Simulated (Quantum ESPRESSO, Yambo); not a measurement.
CdSe (wurtzite, space group P6_3mc, No. 186): one geometry, one set of PBE (stringent potentials; pw.x of Quantum ESPRESSO, ONCV potentials, scalar-relativistic) orbitals, self-energies from Yambo (3×3×2 Γ-centred k mesh, bands 27 to 399 and a 12 Ry block in the screening, 399 bands in G with the Bruneval-Gonze terminator, plasmon pole fitted at 27.2 eV).

```json
[
 {"level": "PBE (Quantum ESPRESSO)", "gap Γ → Γ (eV)": "0.67"},
 {"level": "exchange only (Hartree-Fock self-energy on PBE orbitals)", "gap Γ → Γ (eV)": "[?]"},
 {"level": "static COHSEX@PBE", "gap Γ → Γ (eV)": "1.84"},
 {"level": "G0W0@PBE, plasmon pole", "gap Γ → Γ (eV)": "[?]"}
]
```

Problem. Complete the blanks.

Solution. 
- exchange only (Hartree-Fock self-energy on PBE orbitals), gap Γ → Γ (eV): 7.05
- G0W0@PBE, plasmon pole, gap Γ → Γ (eV): 1.36

Bare exchange has no screening and gives the widest gap; static COHSEX screens it but leaves out the frequency dependence, which G0W0 restores.

Nearest settings tried, and what they do to the gap: 220 bands in G: +2 meV; 220 bands in W, 220 bands in G: -14 meV; 7 Ry block (251 vectors against 573): -55 meV. Not varied: mesh. So the settings aren't converged at that level. The k mesh is coarse.

Spin-orbit coupling is not included.

Geometry relaxed with PBEsol; primitive cell a = b = 4.3037 Å, c = 7.0188 Å, α = β = 90.00°, γ = 120.00°.
